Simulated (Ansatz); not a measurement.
The elements of this relaxed trial crystal are hidden behind letters.

```
lattice vectors (Å)
   4.3477    0.0000    0.0000
   0.0000    4.3477    0.0000
   0.0000    0.0000    7.6047
fractional positions
X 0.0000 0.5000 0.2894
X 0.5000 0.0000 0.2894
X 0.0000 0.5000 0.7106
X 0.5000 0.0000 0.7106
Z 0.0000 0.0000 0.0000
```

Theory: DFT PBE, scalar-relativistic, plane waves, PAW (Ansatz 0.2.0). Cutoff 420 eV, Γ-centred 10×10×6 mesh (5-atom cell), Gaussian smearing of 0.10 eV, no spin polarisation.

* Space group: P4/mmm (No. 123)
* Conventional cell: a = 4.348 Å, c = 7.605 Å
* Volume per atom: 28.75 Å³
* Density: 5.86 g/cm³
* Formation energy: +0.14 eV/atom
* Gap on the 10×10×6 mesh of the 5-atom cell: 0 eV (a metal)

Energies are uncorrected and count from the elements' standard states at the same level.

Question: X is a p-block element of period 5 and Z is a p-block element of period 3. Which elements are they?

Answer: X = Sn, Z = S, so the formula is Sn4S. Density times volume gives a mean mass of 5.86 × 28.75/1.6605 = 101.5 u per atom, and this set has 101.4 u. Around Sn lie 5 Sn at 3.07–3.20 Å and 2 S at 3.09 Å; S has 8 Sn at 3.09 Å. Other sets within the hints have nearly the same mass, so mass alone doesn't settle it; this one was computed.

A structure relaxed within its symmetry needn't be a true minimum.
